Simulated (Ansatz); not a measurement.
This cell of BN (wurtzite) is off equilibrium:

```yaml
crystal:
  lattice:
    - [5.08794, 0.00000, 0.00000]
    - [-1.27198, 2.20314, 0.00000]
    - [0.00000, 0.00000, 4.20774]
  atoms:
    - { symbol: B, position: [0.32759, 0.32759, 0.98967] }
    - { symbol: B, position: [0.83908, 0.33908, 0.01013] }
    - { symbol: B, position: [0.17241, 0.67241, 0.48967] }
    - { symbol: B, position: [0.66092, 0.66092, 0.51013] }
    - { symbol: N, position: [0.32086, 0.32086, 0.63428] }
    - { symbol: N, position: [0.84580, 0.34580, 0.61633] }
    - { symbol: N, position: [0.17914, 0.67914, 0.13428] }
    - { symbol: N, position: [0.65420, 0.65420, 0.11633] }
```

Method: r2SCAN (plane waves to 500 eV, PAW, scalar-relativistic; Ansatz, a quantum-chemistry and plane-wave program). k mesh 15×15×8 (Γ-centred), Fermi-Dirac smearing 0.05 eV. Compression counts positive. BN was relaxed with its symmetry unable to fall.

**Question.** What forces act on the atoms (eV/Å, Cartesian)?

**Answer.** 
```json
[
 {"atom": "B1", "Fx": "0.604", "Fy": "0.349", "Fz": "1.658"},
 {"atom": "B2", "Fx": "-0.760", "Fy": "-0.439", "Fz": "-1.087"},
 {"atom": "B3", "Fx": "-0.604", "Fy": "-0.349", "Fz": "1.658"},
 {"atom": "B4", "Fx": "0.760", "Fy": "0.439", "Fz": "-1.087"},
 {"atom": "N5", "Fx": "1.789", "Fy": "1.033", "Fz": "-1.848"},
 {"atom": "N6", "Fx": "-2.023", "Fy": "-1.168", "Fz": "1.277"},
 {"atom": "N7", "Fx": "-1.789", "Fy": "-1.033", "Fz": "-1.848"},
 {"atom": "N8", "Fx": "2.023", "Fy": "1.168", "Fz": "1.277"}
]
```

**Question.** Give the stress tensor in GPa and the pressure.

**Answer.** 
```
    0.3     -0.3      0.0
   -0.3      0.6      0.0
    0.0      0.0      4.8
```
The pressure, a third of the trace, is 1.9 GPa.

(For displaced atoms, the force is minus the slope of the energy, and its curvature is a force constant, which sets phonon frequencies.)
